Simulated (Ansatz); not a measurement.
Si$_{3}$N$_{4}$:
```xyz
14
Lattice="0.0000 3.8651 3.8651 3.8651 0.0000 3.8651 3.8651 3.8651 0.0000" Properties=species:S:1:pos:R:3 pbc="T T T"
Si     4.8313     4.8313     4.8313
Si     4.8313     2.8988     2.8988
Si     2.8988     4.8313     2.8988
Si     2.8988     2.8988     4.8313
Si     1.9325     1.9325     1.9325
Si     0.0000     0.0000     0.0000
N      6.7064     6.7064     6.7064
N      6.7064     4.8888     4.8888
N      4.8888     6.7064     4.8888
N      4.8888     4.8888     6.7064
N      2.9562     2.9562     2.9562
N      2.9562     4.7739     4.7739
N      4.7739     2.9562     4.7739
N      4.7739     4.7739     2.9562
```

Relaxed with r²SCAN. Special points in fractions of this cell's reciprocal vectors: Γ (0.000, 0.000, 0.000); X (0.500, 0.000, 0.500); U (0.625, 0.250, 0.625); K (0.375, 0.375, 0.750); L (0.500, 0.500, 0.500); W (0.500, 0.250, 0.750).

Problem. List the band energies nearest the valence-band maximum at these points for DFT-r²SCAN in the program Ansatz with PAW potentials.

Solution. In eV from the valence-band maximum; about four levels below and three above (degenerate sets whole), none deeper than 8.9 eV; points with the same levels are listed once.

```json
[
 {"k": "Γ", "below": "-0.20 -0.20 -0.20 -0.03 -0.03 -0.03", "above": "4.03 4.03 4.03"},
 {"k": "X", "below": "-1.16 -1.16 -0.49 -0.49", "above": "7.42 7.42 7.73 7.73"},
 {"k": "U", "below": "-1.51 -1.27 -1.04 -0.25", "above": "6.95 7.44 7.69"},
 {"k": "L", "below": "-0.49 -0.49 -0.38 -0.38", "above": "5.67 6.48 6.48"},
 {"k": "W", "below": "-1.09 -1.09 -0.80 -0.80", "above": "7.40 7.40 7.98 7.98"}
]
```

Space group Fd-3m. The cell was relaxed with r²SCAN under the symmetry of its start; phonons on a q-mesh show no instability.

Potentials: the later of the program's two PAW sets.
